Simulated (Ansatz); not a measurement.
Li2La2Ge3: Quadrupolar parameters

The cell is a measured structure from the Crystallography Open Database (COD), its atoms then relaxed with PBE in this cell.

Space group Cmcm (No. 63); a = 4.5311, b = 19.0010, c = 7.0080 Å.

| site | Wyckoff | site symmetry | x | y | z |
| --- | --- | --- | --- | --- | --- |
| Li | 8f | m.. | 0.5000 | 0.6895 | 0.5625 |
| La5 | 4c | m2m | 0.5000 | 0.9485 | 0.2500 |
| La7 | 4c | m2m | 0.5000 | 0.1595 | 0.2500 |
| Ge9 | 8f | m.. | 0.5000 | 0.5613 | 0.0688 |
| Ge13 | 4c | m2m | 0.5000 | 0.7798 | 0.2500 |

One atom of each set is listed; the run and its k-mesh use a cell of 14 atoms with edges of 9.77, 9.77, 7.01 Å.

The numbers come from a DFT calculation in Ansatz (r2SCAN, plane waves and PAW, scalar-relativistic, 500 eV cutoff, Γ-centred 8×8×5 k-points, Fermi–Dirac smearing 0.05 eV).

V_zz is the principal component of the electric field gradient with the largest magnitude, η = (V_xx − V_yy)/V_zz and C_Q = eQV_zz/h.

6Li: I = 1, Q = -0.8080 mb; ¹³⁹La: I = 7/2, Q = 206.0 mb; ⁷³Ge: I = 9/2, Q = -196.0 mb. Q values from Pyykkö, Mol. Phys. 116, 1328 (2018).

Question: Give the quadrupolar parameters of the distinct sites.

Answer: 

```csv
site,atoms,first shell,"V_xx, V_yy, V_zz (10²¹ V/m²)",η,C_Q (MHz)
Li,4,"4 Ge at 2.60–2.78 Å, 1 Li at 2.63 Å","0.011, 0.052, -0.063",0.65,0.001
La5,2,"9 Ge at 3.19–3.37 Å, 4 Li at 3.71 Å, 5 La at 4.01–4.06 Å; also 2 La at 4.53 Å","-1.19, -3.44, 4.63",0.49,23.1
La7,2,"6 Li at 3.15–3.20 Å, 6 Ge at 3.20–3.22 Å; also 2 Ge at 3.69 Å","-3.03, -4.59, 7.62",0.21,38.0
Ge9,4,"2 Ge at 2.52–2.54 Å, 1 Li at 2.60 Å; also 4 La at 3.19–3.20 Å","1.30, 8.44, -9.74",0.73,46.2
Ge13,2,6 Li at 2.68–2.78 Å,"-3.23, -3.46, 6.68",0.03,-31.7
```

At Ge9 V_zz stands upright on the plane through its three neighbours (within 1°).

With no gap above 0.1 eV, as in a metal, the gradients converge slowly in k; expect changes of a tenth or more on a denser mesh. Without spin–orbit coupling (the program notes it for La) the gradients can shift somewhat, as the gap is small. With these PAW files V_zz is typically within 2 to 3 % of all-electron values, but misses above 10 % occur on Li.
